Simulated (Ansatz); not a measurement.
CuI:
```
CuI
1.0
    4.13091     0.00000     0.00000
   -2.06546     3.57748     0.00000
    0.00000     0.00000     6.81136
Cu I
2 2
Cartesian
  2.06546   1.19249   5.95046
  0.00000   2.38498   2.54478
  2.06546   1.19249   3.41516
  0.00000   2.38498   0.00948
```

x, y and z are the axes in which the lattice vectors are written.

Problem. Give the high-frequency dielectric tensor and the Born effective charge tensors of the independent atoms from DFPT, LDA (plane waves, PAW; program Ansatz).

Solution. 
ε∞:
```
6.62  0.00  0.00
0.00  6.62  0.00
0.00  0.00  6.78
```
Z* of atom 1 (Cu), rows: field, columns: displacement, in e:
```
0.88  0.00  0.00
0.00  0.88  0.00
0.00  0.00  0.94
```
Z* of atom 3 (I), rows: field, columns: displacement, in e:
```
-0.88   0.00   0.00
 0.00  -0.88   0.00
 0.00   0.00  -0.94
```

Space group P6_3mc (wurtzite). The workflow started from a Materials Project entry (that database holds measured and hypothetical structures alike); the Crystallography Open Database files this formula in space group No. 186, but the cells were not matched. It is not the phase usual at ambient conditions (space group No. 216). The cell was relaxed with LDA under the symmetry of its start; whether a distortion lowers the energy is not shown. No spin polarisation was allowed. Scalar-relativistic: spin–orbit coupling is off unless named, which matters more the heavier the elements.

Potentials: the later of the program's two PAW sets.
